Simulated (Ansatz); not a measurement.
RbP₂Ir₂:
```cif
data_Ir4P4Rb2
_chemical_formula_sum 'Rb2 P4 Ir4'
_space_group_name_H-M_alt 'I4/mmm'
_space_group_IT_number 139
_space_group_name_Hall '-I 4 2'
_cell_length_a 3.93636
_cell_length_b 3.93636
_cell_length_c 13.72514
_cell_angle_alpha 90.000
_cell_angle_beta 90.000
_cell_angle_gamma 90.000
loop_
_atom_site_label
_atom_site_type_symbol
_atom_site_symmetry_multiplicity
_atom_site_Wyckoff_symbol
_atom_site_fract_x
_atom_site_fract_y
_atom_site_fract_z
_atom_site_occupancy
Rb1 Rb 2 a 0.00000 0.00000 0.00000 1
P1 P 4 e 0.00000 0.00000 0.34254 1
Ir1 Ir 4 d 0.00000 0.50000 0.25000 1
```
(The calculation used a cell of 5 atoms; values per cell refer to that cell.)

This is the r²SCAN-relaxed structure.

### Question
All from the program Ansatz at the r²SCAN level (PAW), unless another level is named. Estimate the electronic character.

### Answer
metallic (no gap).

### Question
And the density of states at the Fermi level?

### Answer
0.22 states/eV per atom (mean over ±0.08 eV).

### Question
And the formation energy from the elements (no fitted shifts)?

### Answer
-0.75 eV/atom.

The first step of the workflow began from a Materials Project structure, measured or hypothetical; the Crystallography Open Database copy checked does not list it. Whether it is the stable phase at ambient conditions was not checked. Symmetry was held in the r²SCAN relaxation; its stability against distortions is not shown here. No spin polarisation was allowed. The references are the lowest solids computed at this level, not always the standard phases. Spin–orbit coupling is left out wherever it is not named.

Potentials: the later of the program's two PAW sets.
